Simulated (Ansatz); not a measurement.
## Ba₄MgCoRe₂O₁₂, one structure, two calculations

Cell: a computed structure from the Materials Project (it need not be an observed phase), taken as it stands.

Space group C2/m (No. 12); a = 10.1360, b = 5.8543, c = 10.2641 Å, β = 109.27°.

```
site  Wyckoff  site symmetry       x       y       z
 Ba1       4i              m  0.2866  0.0000  0.8593
 Ba3       4i              m  0.1296  0.0000  0.3887
  Mg       2d            2/m  0.5000  0.0000  0.5000
  Co       2a            2/m  0.0000  0.0000  0.0000
  Re       4i              m  0.4093  0.0000  0.2280
  O9       8j              1  0.5453  0.7606  0.8754
 O10       4i              m  0.7852  0.0000  0.8760
 O15       8j              1  0.3764  0.7716  0.3580
 O16       4i              m  0.6051  0.0000  0.3584
```

One atom of each set is listed; the run and its k-mesh use a cell of 20 atoms with edges of 5.85, 5.85, 10.26 Å.

First run. Level of theory: DFT, PBE, plane waves and PAW, scalar-relativistic, collinear spin, 420 eV cutoff, Γ-centred 5×5×3 k-points, Fermi–Dirac smearing 0.02 eV (Ansatz 0.2.0). Start moments as typed (μB): 3 on each Co, 1 on each Re, none on the rest.

| site | V_zz (10²¹ V/m²) | η | m (μB) |
| --- | --- | --- | --- |
| Ba1 | -2.28 | 0.04 | 0.00 |
| Ba3 | 5.31 | 0.00 | 0.00 |
| Mg | -1.05 | 0.02 | 0.00 |
| Co | 0.58 | 0.21 | 2.28 |
| Re | -9.53 | 0.02 | 0.08 |
| O9 | 3.27 | 0.48 | 0.05 |
| O10 | 3.34 | 0.47 | 0.05 |
| O15 | 3.82 | 0.02 | 0.00 |
| O16 | 3.87 | 0.02 | 0.00 |

Second run. The same atoms and settings, except that the mesh is 7×7×4 and the Fermi–Dirac smearing is 0.05 eV.

(1) Given the first result, estimate the second.

Results:

(1) 

```csv
site,V_zz,η,change of V_zz,m (μB)
Ba1,-2.15,0.04,+0.13,0.00
Ba3,5.35,0.00,+0.04,0.00
Mg,-1.05,0.02,0.00,0.00
Co,0.64,0.20,+0.06,2.27
Re,-7.48,0.02,+2.05,0.07
O9,3.28,0.40,+0.01,0.05
O10,3.35,0.39,+0.01,0.05
O15,3.85,0.04,+0.03,0.00
O16,3.91,0.03,+0.04,0.00
```

The largest change of V_zz is on Re, from -9.53 to -7.48. In per cent, |V_zz| changes by -6 to +1 on Ba, -22 on Re, 0 to +1 on O (all sites that start above 2). The absolute magnetisation of the cell goes from 3.2 to 3.1 μB.

Spin–orbit coupling is left out, which shifts gradients on Re by a few per cent in wide-gap crystals, and can shift them far more where the calculated gap is small or absent, as here. Semilocal functionals can leave a metal where correlation in the d or f shell opens a gap in the real compound, and that would change the values at and beside Co and Re. With these PAW files V_zz is typically within 2 to 3 % of all-electron values, but misses above 10 % occur on Co. The run lost most of its start moments on Re; a state with other moments may lie lower. All moments are parallel here, as the start or the cell imposes; many such compounds order antiparallel, where fields and spin densities carried over to other atoms largely cancel. The magnetic order is the one that the run reached from its start moments, not necessarily the measured one.
For the first run: The largest force is 0.4 eV/Å, so the atoms aren't at the calculated equilibrium and relaxing them would move these values.
For the second run: The largest force is 0.5 eV/Å, so the atoms aren't at the calculated equilibrium and relaxing them would move these values.
